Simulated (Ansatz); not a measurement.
A scan (energy over volume and axial ratio; atoms clamped) gave these values. All values below come from PBEsol (plane waves to 420 eV, PAW, scalar-relativistic; Ansatz, a program for electronic structure).

| Item | Value |
|---|---|
| Shear modulus C′ = (C11 − C12)/2 (fit, atoms clamped) | 17.7 GPa |

Q: Of these crystals, all scanned alike, which one is it?
A. KTaO₃ (cubic perovskite)
B. CdSe (zinc blende)
C. EuO (rock salt)
D. LiBr (rock salt)

A: D, LiBr (rock salt). The others have, for the shear modulus C′ = (C11 − C12)/2: CdSe 9 GPa, EuO 95 GPa, KTaO3 188 GPa

All were relaxed with their symmetry unable to fall. EuO is run spin-polarised and with no Hubbard U. KTaO3 is run without spin polarisation. Relaxed EuO ends ferromagnetic. Spin-orbit coupling is left out. The relaxed volume of EuO is well below the measured one. The magnetic order is the one the run started from; other orders were not tried. (This holds for the magnetic or f-shell members.) The filling of the f shell was not checked against other fillings, so treat energies with care. (This holds for the magnetic or f-shell members.)

(Under strain, the slope of the energy per volume gives the stress and its curvature an elastic modulus.)
